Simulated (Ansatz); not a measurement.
# Comparing deformations in HfO$_{2}$

These are results of DFT r2SCAN, scalar-relativistic, plane waves, PAW (Ansatz 0.2.0), not measurements. Cutoff 500 eV, Γ-centred 8×8×8 k-points, Gaussian smearing of 0.05 eV. Spin–orbit coupling is left out, which can shift energies with elements as heavy as these. No spin polarisation. Energies are free energies at this smearing, counted from the undisturbed cell; pressure is positive in compression.

Reference structure (relaxed at this level; this fluorite-type form isn't the usual structure):

```xyz
3
Lattice="0.0000 2.5292 2.5292 2.5292 0.0000 2.5292 2.5292 2.5292 0.0000" Properties=species:S:1:pos:R:3 pbc="T T T"
Hf    0.0000    0.0000    0.0000
O     1.2646    1.2646    1.2646
O     3.7937    3.7937    3.7937
```

The cell is strained by ε times a Voigt pattern (xx, yy, zz, yz, xz, xy; engineering shear) with fractional coordinates fixed. τ = (1/V0) dE/dε comes from the stress tensor. Of each scan, only the three points used here are listed.

```csv
pattern,ε,τ (GPa)
"(0, 0, 0, 1, 0, 0)",-0.0050,-0.50
"(0, 0, 0, 1, 0, 0)",0.0000,0.00
"(0, 0, 0, 1, 0, 0)",0.0050,0.50
"(1, 0, 0, 0, 0, 0)",-0.0150,-9.31
"(1, 0, 0, 0, 0, 0)",0.0000,-0.02
"(1, 0, 0, 0, 0, 0)",0.0150,8.68
"(1, 1, 0, 0, 0, 0)",-0.0250,-38.47
"(1, 1, 0, 0, 0, 0)",0.0000,-0.05
"(1, 1, 0, 0, 0, 0)",0.0250,32.42
"(0, 0, 1, 0, 0, 0)",-0.0250,-15.85
"(0, 0, 1, 0, 0, 0)",0.0000,-0.02
"(0, 0, 1, 0, 0, 0)",0.0250,14.19
```

**Question.** Which constants do the scans give, and which deformation costs least for the same size of strain tensor?

**Answer.** The slope dτ/dε at zero (parabola through three points) is pᵀCp: (0, 0, 0, 1, 0, 0) gives C44 = 101 GPa; (1, 0, 0, 0, 0, 0) gives C11 = 600 GPa; (1, 1, 0, 0, 0, 0) gives 2(C11 + C12) = 1418 GPa; (0, 0, 1, 0, 0, 0) gives C11 = 601 GPa. The size of the strain tensor, ε:ε, is ε² times 0.5, 1.0, 2.0, 1.0. Per unit of it the stiffnesses are 202, 600, 709, 601 GPa, so (0, 0, 0, 1, 0, 0) is the softest of these: at ε:ε = (1 %)² the quadratic term costs 0.68 meV/atom against 2.39 for the stiffest. These are clamped-ion values.

**Question.** What else follows for this cubic crystal?

**Answer.** From the unrounded slopes C11 = 600.8 and C12 = 108.1 GPa, so B = (C11 + 2 C12)/3 = 272 GPa and the Poisson ratio for a pull along a cube edge is C12/(C11 + C12) = 0.15.

**Question.** How anisotropic is this cubic crystal?

**Answer.** Zener's ratio 2 C44/(C11 − C12) = 0.41 with clamped ions; it is 1 for an isotropic solid.

Forces appear on the atoms along this scan, and letting them relax would lower the energy and soften the response.